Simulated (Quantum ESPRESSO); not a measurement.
# AlSi3NC3: finding a planted mistake in a log

Computed values, not a measurement. The program is pw.x of Quantum ESPRESSO 7.5 (plane-wave density functional theory). The cell is made up: 8 atoms on a wurtzite lattice, with randomly drawn elements, strain and displacements, not relaxed. PseudoDojo standard norm-conserving files (v0.5 for PBE, v0.4.1 for LDA and PBEsol) set the functional; there is no spin polarisation, spin-orbit coupling or dispersion term, and the masses in the input are unused placeholders.

Intended input:

```
&control calculation='scf', pseudo_dir='./dojo.nc.sr.pbe.v0_5.standard.upf', outdir='./o', disk_io='medium', tprnfor=.true., tstress=.true. /
&system ibrav=0, nat=8, ntyp=4, nbnd=22, ecutwfc=84.00895049, nosym=.true., tot_charge=0,
 occupations='smearing', smearing='fd', degauss=0.0018374661
/
&electrons conv_thr=7.350e-09, electron_maxstep=60, /
ATOMIC_SPECIES
Al 1.0 Al.upf
C 1.0 C.upf
N 1.0 N.upf
Si 1.0 Si.upf
CELL_PARAMETERS angstrom
3.087 -0.0047 -0.0068
-0.0081 5.3525 0.0322
-0.0111 0.0304 4.9855
ATOMIC_POSITIONS angstrom
Al 0.0241 0.0654 -0.0364
Si 1.6388 2.793 -0.1741
Si 1.6651 0.7939 2.5623
Si -0.1094 3.5206 2.4463
N -0.1115 -0.0146 1.8958
C 1.594 2.5595 1.8974
C 1.5257 0.9893 4.5201
C 0.1034 3.5444 4.3989
K_POINTS automatic
6 4 4 1 1 1
```

The log is shortened where brackets say so; the opening notice, blank lines, dates and the lines on written files are dropped, and the path of the files is cut. It prints rydbergs, bohrs and kilobars, and counts compression as positive stress. Where no state is partly filled, the Fermi energy that it prints is only some level between the filled and the empty states on the mesh, and need not lie in the true gap.

Log of the intended run:

```
     Program PWSCF v.7.5
     Parallel version (MPI & OpenMP), running on       1 processor cores
     Number of MPI processes:                 1
     Threads/MPI process:                     1
     [start-up lines left out]
     bravais-lattice index     =            0
     lattice parameter (alat)  =       5.8336  a.u.
     unit-cell volume          =     555.8781 (a.u.)^3
     number of atoms/cell      =            8
     number of atomic types    =            4
     number of electrons       =        32.00
     number of Kohn-Sham states=           22
     kinetic-energy cutoff     =      84.0090  Ry
     charge density cutoff     =     336.0358  Ry
     scf convergence threshold =      7.3E-09
     mixing beta               =       0.7000
     number of iterations used =            8  plain     mixing
     Exchange-correlation= PBE
                           (   1   4   3   4   0   0   0)
     [axes and pseudopotential details left out]
   Cartesian axes
     site n.     atom                  positions (alat units)
         1        Al     tau(   1) = (   0.0078069   0.0211855  -0.0117913  )
         2        Si     tau(   2) = (   0.5308695   0.9047587  -0.0563976  )
         3        Si     tau(   3) = (   0.5393891   0.2571743   0.8300262  )
         4        Si     tau(   4) = (  -0.0354388   1.1404559   0.7924494  )
         5        N      tau(   5) = (  -0.0361191  -0.0047295   0.6141215  )
         6        C      tau(   6) = (   0.5163571   0.8291192   0.6146398  )
         7        C      tau(   7) = (   0.4942321   0.3204718   1.4642319  )
         8        C      tau(   8) = (   0.0334952   1.1481656   1.4249706  )
     number of k points=    48  Fermi-Dirac smearing, width (Ry)=  0.0018
                       cart. coord. in units 2pi/alat
        k(    1) = (   0.0836128   0.0717552   0.0771484), wk =   0.0416667
        k(    2) = (   0.0839524   0.0708244   0.2319543), wk =   0.0416667
     [further k points left out]
     Dense  grid:    57749 G-vectors     FFT dimensions: (  36,  60,  60)
     Estimated max dynamical RAM per process >      67.81 MB
     Initial potential from superposition of free atoms
     starting charge      31.9956, renormalised to      32.0000
     Starting wfcs are   32 randomized atomic wfcs
     total cpu time spent up to now is        7.2 secs
     per-process dynamical memory:    54.2 Mb
     Self-consistent Calculation
     iteration #  1     ecut=    84.01 Ry     beta= 0.70
     Davidson diagonalization with overlap
     ethr =  1.00E-02,  avg # of iterations =  3.4
     total cpu time spent up to now is       24.2 secs
     total energy              =     -86.11149356 Ry
     estimated scf accuracy    <       2.17813433 Ry
     iteration #  2     ecut=    84.01 Ry     beta= 0.70
     Davidson diagonalization with overlap
     ethr =  6.81E-03,  avg # of iterations =  2.0
     total cpu time spent up to now is       36.1 secs
     total energy              =     -86.64083720 Ry
     estimated scf accuracy    <       1.42820660 Ry
     [iterations 3 to 10 left out]
     iteration # 11     ecut=    84.01 Ry     beta= 0.70
     Davidson diagonalization with overlap
     ethr =  6.80E-10,  avg # of iterations =  2.0
     total cpu time spent up to now is      191.0 secs
     total energy              =     -86.96258006 Ry
     estimated scf accuracy    <       0.00000003 Ry
     iteration # 12     ecut=    84.01 Ry     beta= 0.70
     Davidson diagonalization with overlap
     ethr =  8.77E-11,  avg # of iterations =  2.3
     total cpu time spent up to now is      207.8 secs
     End of self-consistent calculation
     [lines on levels left out]
     the Fermi energy is    10.7640 ev
!    total energy              =     -86.96258007 Ry
     estimated scf accuracy    <          5.0E-09 Ry
     smearing contrib. (-TS)   =       0.00000000 Ry
     internal energy E=F+TS    =     -86.96258007 Ry
     The total energy is F=E-TS. E is the sum of the following terms:
     one-electron contribution =      15.22431841 Ry
     hartree contribution      =      13.01465541 Ry
     xc contribution           =     -31.21301087 Ry
     ewald contribution        =     -83.98854302 Ry
     convergence has been achieved in  12 iterations
     Forces acting on atoms (cartesian axes, Ry/au):
     atom    1 type  1   force =    -0.02841479   -0.04917660    0.01999871
     atom    2 type  4   force =     0.01212208   -0.13697672    0.11025453
     atom    3 type  4   force =    -0.11779297    0.10224808    0.08552702
     atom    4 type  4   force =     0.11980128   -0.00285328    0.05901320
     atom    5 type  3   force =     0.10456592   -0.08936271    0.01390266
     atom    6 type  2   force =    -0.08607842    0.04140622   -0.05270709
     atom    7 type  2   force =     0.05084306    0.03519093   -0.14779296
     atom    8 type  2   force =    -0.05504615    0.09952407   -0.08819608
     Total force =     0.401963     Total SCF correction =     0.000125
     Computing stress (Cartesian axis) and pressure
          total   stress  (Ry/bohr**3)                   (kbar)     P=      110.98
   0.00154740   0.00004466  -0.00002751          227.63        6.57       -4.05
   0.00004466   0.00056486  -0.00012610            6.57       83.09      -18.55
  -0.00002751  -0.00012610   0.00015110           -4.05      -18.55       22.23
     init_run     :      6.86s CPU      7.05s WALL (       1 calls)
     electrons    :    186.02s CPU    200.67s WALL (       1 calls)
     forces       :      3.57s CPU      3.79s WALL (       1 calls)
     stress       :     13.36s CPU     13.56s WALL (       1 calls)
     [timing details left out]
     PWSCF        :   3m30.07s CPU   3m45.57s WALL
     JOB DONE.
```

A second run was made from an input with one planted mistake. Its log:

```
     Program PWSCF v.7.5
     Parallel version (MPI & OpenMP), running on       1 processor cores
     Number of MPI processes:                 1
     Threads/MPI process:                     1
     [start-up lines left out]
     bravais-lattice index     =            0
     lattice parameter (alat)  =       5.8336  a.u.
     unit-cell volume          =     555.8781 (a.u.)^3
     number of atoms/cell      =            8
     number of atomic types    =            4
     number of electrons       =        32.00
     number of Kohn-Sham states=           22
     kinetic-energy cutoff     =      84.0090  Ry
     charge density cutoff     =     336.0358  Ry
     scf convergence threshold =      7.3E-09
     mixing beta               =       0.7000
     number of iterations used =            8  plain     mixing
     Exchange-correlation= PBE
                           (   1   4   3   4   0   0   0)
     [axes and pseudopotential details left out]
   Cartesian axes
     site n.     atom                  positions (alat units)
         1        Al     tau(   1) = (   0.0078069   0.0211855  -0.0117913  )
         2        Si     tau(   2) = (   0.5308695   0.9047587  -0.0563976  )
         3        Si     tau(   3) = (   0.5393891   0.2571743   0.8300262  )
         4        Si     tau(   4) = (  -0.0354388   1.1404559   0.7924494  )
         5        N      tau(   5) = (  -0.0361191  -0.0047295   0.6141215  )
         6        C      tau(   6) = (   0.5163571   0.8291192   0.6146398  )
         7        C      tau(   7) = (   0.4942321   0.3204718   1.4642319  )
         8        C      tau(   8) = (   0.0334952   1.1481656   1.4249706  )
     number of k points=     4  Fermi-Dirac smearing, width (Ry)=  0.0018
                       cart. coord. in units 2pi/alat
        k(    1) = (   0.2505599   0.1436353   0.1544815), wk =   0.5000000
        k(    2) = (   0.2498807   0.1454969  -0.1551303), wk =   0.5000000
     [further k points left out]
     Dense  grid:    57749 G-vectors     FFT dimensions: (  36,  60,  60)
     Estimated max dynamical RAM per process >      67.81 MB
     Initial potential from superposition of free atoms
     starting charge      31.9956, renormalised to      32.0000
     Starting wfcs are   32 randomized atomic wfcs
     total cpu time spent up to now is        2.6 secs
     per-process dynamical memory:    52.8 Mb
     Self-consistent Calculation
     iteration #  1     ecut=    84.01 Ry     beta= 0.70
     Davidson diagonalization with overlap
     ethr =  1.00E-02,  avg # of iterations =  4.0
     total cpu time spent up to now is        4.6 secs
     total energy              =     -86.21002074 Ry
     estimated scf accuracy    <       2.11073080 Ry
     iteration #  2     ecut=    84.01 Ry     beta= 0.70
     Davidson diagonalization with overlap
     ethr =  6.60E-03,  avg # of iterations =  2.0
     total cpu time spent up to now is        5.8 secs
     total energy              =     -86.80039090 Ry
     estimated scf accuracy    <       1.18067456 Ry
     [iterations 3 to 11 left out]
     iteration # 12     ecut=    84.01 Ry     beta= 0.70
     Davidson diagonalization with overlap
     ethr =  4.68E-11,  avg # of iterations =  3.2
     total cpu time spent up to now is       19.7 secs
     total energy              =     -87.03224287 Ry
     estimated scf accuracy    <          9.2E-09 Ry
     iteration # 13     ecut=    84.01 Ry     beta= 0.70
     Davidson diagonalization with overlap
     ethr =  2.87E-11,  avg # of iterations =  2.0
     total cpu time spent up to now is       20.7 secs
     End of self-consistent calculation
     [lines on levels left out]
     the Fermi energy is    10.4810 ev
!    total energy              =     -87.03224287 Ry
     estimated scf accuracy    <          1.1E-09 Ry
     smearing contrib. (-TS)   =       0.00000000 Ry
     internal energy E=F+TS    =     -87.03224287 Ry
     The total energy is F=E-TS. E is the sum of the following terms:
     one-electron contribution =      15.19641109 Ry
     hartree contribution      =      12.95704913 Ry
     xc contribution           =     -31.19716008 Ry
     ewald contribution        =     -83.98854302 Ry
     convergence has been achieved in  13 iterations
     Forces acting on atoms (cartesian axes, Ry/au):
     atom    1 type  1   force =    -0.02799303   -0.05748501    0.02092627
     atom    2 type  4   force =     0.01181061   -0.15715136    0.12131198
     atom    3 type  4   force =    -0.11215618    0.11159884    0.09277007
     atom    4 type  4   force =     0.11293655    0.00317054    0.06577984
     atom    5 type  3   force =     0.10227836   -0.10273968    0.01169830
     atom    6 type  2   force =    -0.07984234    0.03316446   -0.06073583
     atom    7 type  2   force =     0.04918171    0.04568707   -0.15357980
     atom    8 type  2   force =    -0.05621567    0.12375514   -0.09817083
     Total force =     0.428174     Total SCF correction =     0.000016
     Computing stress (Cartesian axis) and pressure
          total   stress  (Ry/bohr**3)                   (kbar)     P=      106.96
   0.00116231   0.00002519  -0.00004516          170.98        3.71       -6.64
   0.00002519   0.00084123  -0.00013225            3.71      123.75      -19.45
  -0.00004516  -0.00013225   0.00017784           -6.64      -19.45       26.16
     init_run     :      2.39s CPU      2.50s WALL (       1 calls)
     electrons    :     16.90s CPU     18.10s WALL (       1 calls)
     forces       :      0.33s CPU      0.35s WALL (       1 calls)
     stress       :      1.01s CPU      1.04s WALL (       1 calls)
     [timing details left out]
     PWSCF        :     20.78s CPU     22.17s WALL
     JOB DONE.
```

Question: what was wrong in the second input?

Answer: the k-point mesh is too coarse. The input lines that differ, file-writing options aside:

```
- 6 4 4 1 1 1
+ 2 2 2 1 1 1
```

|  | intended run | run with the mistake |
| --- | --- | --- |
| free energy (eV) | -1183.186 | -1184.134 |
| smearing term -TS (eV) | 0.0000 | 0.0000 |
| pressure (GPa) | 11.10 | 10.70 |
| largest force component (eV/Å) | 3.800 | 4.041 |
| largest change of a force component (eV/Å) |  | 0.623 |
| iterations | 12 | 13 |

For scale, a rerun of the intended cell at 1437 eV and a 8 x 6 x 6 mesh moved values by no more than 0.002 eV in energy, 0.08 GPa in stress and 0.005 eV/Å in force.